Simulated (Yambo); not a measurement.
Yambo run on SiO₂ (space group P6_322, No. 182). The wavefunctions are PBEsol (pw.x of Quantum ESPRESSO, ONCV potentials, no spin-orbit coupling) ones on a 3×3×2 mesh (32 occupied bands); a = b = 5.069 Å, c = 8.558 Å, α = β = 90.00°, γ = 120.00°.

Yambo input:

```
rim_cut
gw0
dyson
el_el_corr
HF_and_locXC
ppa
em1d
RandQpts= 1000000
RandGvec= 1 Ry
EXXRLvcs= 84 Ry
VXCRLvcs= 336 Ry
Chimod= "HARTREE"
% BndsRnXp
 1 | 273 |
%
NGsBlkXp= 7 Ry
% LongDrXp
 1.0 | 1.0 | 1.0 |
%
PPAPntXp= 27.2114 eV
% GbndRnge
 1 | 273 |
%
GTermKind= "none"
DysSolver= "n"
ExtendOut
% QPkrange
 1 | 1 | 32 | 33 |
 3 | 3 | 32 | 32 |
%
```

k points by index: 1 = Γ, 3 = (0, 0.333, 0).

The o-*.qp file then holds:

```
#    K-point    Band    Eo [eV]    E [eV]    E-Eo [eV]    Vxc [eV]    Vnlxc [eV]    Sc|Eo [eV]    Sc|E [eV]    dSc/dw|Eo [eV]    Re(Z)    Im(Z)
#
    1    32    -0.002246    -1.681454    -1.679208    -19.95460    -25.91085    3.920736    4.277036    -5.773441    0.824966    -0.992369E-3
    1    33    5.679379    6.731498    1.052118    -8.883804    -4.993506    -2.704455    -2.838180    -3.458367    0.887238    -0.700927E-3
    3    32    0.000000    -1.675806    -1.675806    -19.97467    -25.93128    3.925157    4.280803    -5.774540    0.824938    -0.992867E-3
```
(The two width columns are left out.) Convergence of these settings isn't established.

Geometry of the Materials Project entry, not relaxed at this level.

This is not the ordinary phase of the substance; no match was found in the copy of COD used, and its stability was not checked.
